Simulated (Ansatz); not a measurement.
MgTiNO in space group P4/nmm (No. 129; Pearson symbol tP16), DFT-r²SCAN in the program Ansatz with PAW potentials, all energies at zero smearing, with the estimated change up to a 700 eV cutoff added, with one set of potentials and settings (totals compare only within such a set). Cell of 16 atoms (4 Ti, 4 N, 4 Mg, 4 O): -21565.080 eV.

| element | reference phase | E (eV/atom) |
|---|---|---|
| Ti | P6/mmm, 3 atoms in the cell | -2504.3941 |
| N | Pa-3, 8 atoms in the cell | -384.8341 |
| Mg | P6_3/mmc, 2 atoms in the cell | -1926.4080 |
| O | C2/m, 4 atoms in the cell, spin-polarised | -566.0346 |

Formation energy per atom, worked out: (-21565.080 − 4×(-2504.3941) − 4×(-384.8341) − 4×(-1926.4080) − 4×(-566.0346))/16 = -2.400 eV/atom (-232 kJ per mol of atoms), at 0 K, without zero-point energy or fitted corrections.

The start of the workflow was typed in or built on a structure type; neither database checked (COD, Materials Project) lists it. Its standing as an ambient phase is unchecked. The cell was relaxed with r²SCAN under the symmetry of its start; its stability against distortions is not shown here. The workflow began spin-polarised and lost its moments. The references are the lowest solids computed at this level, not always the standard phases (solids in place of the gases).

Potentials: the earlier of the program's two PAW sets.
